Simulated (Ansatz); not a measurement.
AlSi$_{3}$C$_{3}$N:
```
CELL_PARAMETERS angstrom
      3.10727     0.00000     0.00000
     -1.55363     2.69097     0.00000
      0.00000     0.00000    10.05520
ATOMIC_POSITIONS crystal
  Al 0.33333 0.66667 0.98465
  N  0.33333 0.66667 0.19792
  Si 0.66667 0.33333 0.25291
  C  0.66667 0.33333 0.43540
  Si 0.33333 0.66667 0.50402
  C  0.33333 0.66667 0.68711
  Si 0.66667 0.33333 0.75616
  C  0.66667 0.33333 0.93631
```

Relaxed with r²SCAN. Special points in fractions of this cell's reciprocal vectors: Γ (0.000, 0.000, 0.000); M (0.500, 0.000, 0.000); K (0.333, 0.333, 0.000); A (0.000, 0.000, 0.500); L (0.500, 0.000, 0.500); H (0.333, 0.333, 0.500).

### Question
List the band energies nearest the Fermi level at these points for plane-wave PAW r²SCAN (Ansatz code).

### Answer
In eV from the Fermi level; about four levels below and three above (degenerate sets whole), none deeper than 8.9 eV; points with the same levels are listed once.

```
k                          below           above
-  -----------------------------  --------------
Γ  -2.80 -2.80 -2.01 -1.60 -1.60  0.03 0.03 0.16
M        -3.76 -3.28 -3.27 -1.05  0.04 1.90 3.07
K        -5.56 -3.96 -2.77 -2.75  1.15 4.18 4.21
A        -2.80 -2.80 -1.60 -1.60  0.03 0.03 0.41
L        -3.24 -3.11 -1.08 -0.10  1.85 2.73 3.45
H        -4.82 -4.11 -3.23 -3.11  1.68 3.40 4.63
```

Space group P3m1. The start of the workflow was typed in or built on a structure type; neither database checked (COD, Materials Project) lists it. Its standing as an ambient phase is unchecked. The r²SCAN relaxation kept the symmetry of its start; its stability against distortions is not shown here.

Potentials: the earlier of the program's two PAW sets.
